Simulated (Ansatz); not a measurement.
Space group Pm-3m (No. 221). a = 5.870 Å, b = 5.870 Å, c = 5.870 Å, α = 90.00°, β = 90.00°, γ = 90.00°
| atom | site | symmetry | x | y | z |
| --- | --- | --- | --- | --- | --- |
| Cs | 1a | m-3m | 0.0000 | 0.0000 | 0.0000 |
| Pb | 1b | m-3m | 0.5000 | 0.5000 | 0.5000 |
| Br | 3c | 4/mm.m | 0.0000 | 0.5000 | 0.5000 |

Equation of state of this CsPbBr₃ structure (not necessarily the ground state), with shape and atoms relaxed at each volume where symmetry leaves them free. These are results of DFT PBEsol, scalar-relativistic, plane waves, PAW (Ansatz 0.2.0), not measurements.

Plane waves to 420 eV, a k mesh through Γ of 6×6×6 on the computed 5-atom cell and Gaussian smearing (0.02 eV); no spin polarisation.

| V (Å³/atom) | E − E(largest V) (meV/atom) | P (GPa) | gap on mesh (eV) |
| --- | --- | --- | --- |
| 38.025 | 2.99 | 1.57 | 1.14 |
| 39.239 | -5.65 | 0.73 | 1.29 |
| 40.452 | -8.44 | 0.02 | 1.43 |
| 41.666 | -6.29 | -0.57 | 1.54 |
| 42.880 | 0.00 | -1.07 | 1.65 |

**Question.** Fit a third-order Birch–Murnaghan equation to E(V).

**Answer.** V0 = 40.50 Å³/atom, B0 = 22 GPa, B0' = 4.8.

Spin-orbit coupling is left out, which matters for the bands of heavy elements.

Symmetry holds off the tilts and polar distortions that many cubic perovskites undergo.